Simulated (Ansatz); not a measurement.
## Two states of BaTiO3

```
O Ti Ba
1.0
     8.17159    0.00000    0.00000
     0.00000    4.08580    0.00000
     0.00000    0.00000    4.08580
O Ti Ba
6 2 2
Direct
  0.00000 0.00000 0.50000
  0.50000 0.00000 0.50000
  0.25000 0.00000 0.00000
  0.75000 0.00000 0.00000
  0.00000 0.50000 0.00000
  0.50000 0.50000 0.00000
  0.25000 0.50000 0.50000
  0.75000 0.50000 0.50000
  0.00000 0.00000 0.00000
  0.50000 0.00000 0.00000
```

Method: r2SCAN, with U = 7.09 eV and J = 0.44 eV on Ti d (atomic projectors); PAW, plane waves to 500 eV, 3×5×5 Γ-centred mesh, fermi-dirac occupations (width 0.1 eV) (Ansatz 0.2.0), atoms fixed.

State A: Ti7 up, Ti8 down (collinear spin). State B: Ti7 up, Ti8 up (collinear spin).

Q: Which state is lower, and how do they differ?

A: State B is lower by 1.8 meV an atom at zero smearing. So small a gap isn't resolved on this mesh where a state is a metal.

```tsv
state	free energy (meV/atom)	largest moment in a small sphere (μB)	net moment (μB/cell)	gap on mesh (eV)	pressure (GPa)	largest force (eV/Å)
A	1.6	1.80	1.16	metal	51.9	0.01
B	0.0	1.80	5.30	metal	51.7	0.00
```

Origin: a database entry at a rescaled volume. Caveats: the k mesh is coarse if the cell is a metal; atoms or cell far from equilibrium.

Ba sits on the octahedral site here and Ti on the 12-fold one, the reverse of the real perovskite.
